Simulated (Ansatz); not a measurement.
# Computed properties of I

I:
```cif
data_I4
_chemical_formula_sum 'I4'
_space_group_name_H-M_alt 'Fm-3m'
_space_group_IT_number 225
_space_group_name_Hall '-F 4 2 3'
_cell_length_a 5.16815
_cell_length_b 5.16815
_cell_length_c 5.16815
_cell_angle_alpha 90.000
_cell_angle_beta 90.000
_cell_angle_gamma 90.000
loop_
_atom_site_label
_atom_site_type_symbol
_atom_site_symmetry_multiplicity
_atom_site_Wyckoff_symbol
_atom_site_fract_x
_atom_site_fract_y
_atom_site_fract_z
_atom_site_occupancy
I1 I 4 a 0.00000 0.00000 0.00000 1
```
(The calculation used a cell of 1 atom; values per cell refer to that cell.)

Space group Fm-3m (No. 225), fcc (Cu type); conventional cell a = b = c = 5.1681 Å, α = β = γ = 90.00°.

Method: plane-wave PAW r²SCAN+D4 (Ansatz code). Geometry: relaxed at this level of theory. Other levels are named where they apply.

### Cell and energy

```
Item                  Value
---------------  ----------
Volume per atom    34.51 Å³
Density          6.11 g/cm³
```

### Electronic structure

```
Quantity                                                                    Value
------------------------------------  -------------------------------------------
Electronic character                                            metallic (no gap)
Density of states at the Fermi level  1.5 states/eV per atom (mean over ±0.08 eV)
Gap with spin–orbit coupling                                      none (metallic)
```

### Mechanics

```
Item                                                                   Result
-------------------------------------  --------------------------------------
Bulk modulus (Birch–Murnaghan fit)                                   276 kbar
Pressure derivative B′                                                    5.2
Elastic constants (relaxed ions, GPa)      C11 = 7.7, C12 = 37.2, C44 = -14.4
Mechanical stability                   unstable (C has a negative eigenvalue)
```

A made-up cell: these elements were put on the sites of a structure type; neither database checked (COD, Materials Project) lists it. It is not the phase usual at ambient conditions (space group No. 64). The cell was relaxed with r²SCAN+D4 under the symmetry of its start. With an odd number of electrons in the cell and no spin polarisation, the count alone makes it a metal. As this level gives no gap, shear constants depend on the k-mesh and smearing (Fermi–Dirac, 0.1 eV here). Spin–orbit coupling is left out wherever it is not named.

Potentials: the later of the program's two PAW sets.
